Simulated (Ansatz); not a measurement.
Ta3Si:
```
CELL_PARAMETERS angstrom
      0.00000     3.23031     3.23031
      3.23031     0.00000     3.23031
      3.23031     3.23031     0.00000
ATOMIC_POSITIONS crystal
  Si 0.00000 0.00000 0.00000
  Ta 0.50000 0.50000 0.50000
  Ta 0.25000 0.25000 0.25000
  Ta 0.75000 0.75000 0.75000
```

Relaxed with PBE. Special points in fractions of this cell's reciprocal vectors: Γ (0.000, 0.000, 0.000); X (0.500, 0.000, 0.500); U (0.625, 0.250, 0.625); K (0.375, 0.375, 0.750); L (0.500, 0.500, 0.500); W (0.500, 0.250, 0.750).

Q: List the band energies nearest the Fermi level at these points for PBE (plane waves, PAW; program Ansatz).

A: In eV from the Fermi level; about four levels below and three above (degenerate sets whole), none deeper than 8.9 eV; points with the same levels are listed once.

```tsv
k	below	above
Γ	-0.83 -0.83 -0.83 -0.16	2.59 2.59 2.59
X	-2.46 -2.46 -1.53 -1.45 -1.45	0.29 1.09 1.09
U	-1.81 -1.68 -0.95 -0.67	0.22 0.37 0.99
L	-1.67 -1.67 -0.90 -0.90 -0.68	0.34 0.34 3.00 3.00
W	-1.60 -1.60 -1.13 -0.28 -0.28	0.24 1.38 2.35
```

Space group Fm-3m. A made-up cell: these elements were put on the sites of a structure type; neither database checked (COD, Materials Project) lists it. Its standing as an ambient phase is unchecked. The PBE relaxation kept the symmetry of its start; its stability against distortions is not shown here. No spin polarisation was allowed. Scalar-relativistic: spin–orbit coupling is off unless named, which matters more the heavier the elements.

Potentials: the later of the program's two PAW sets.
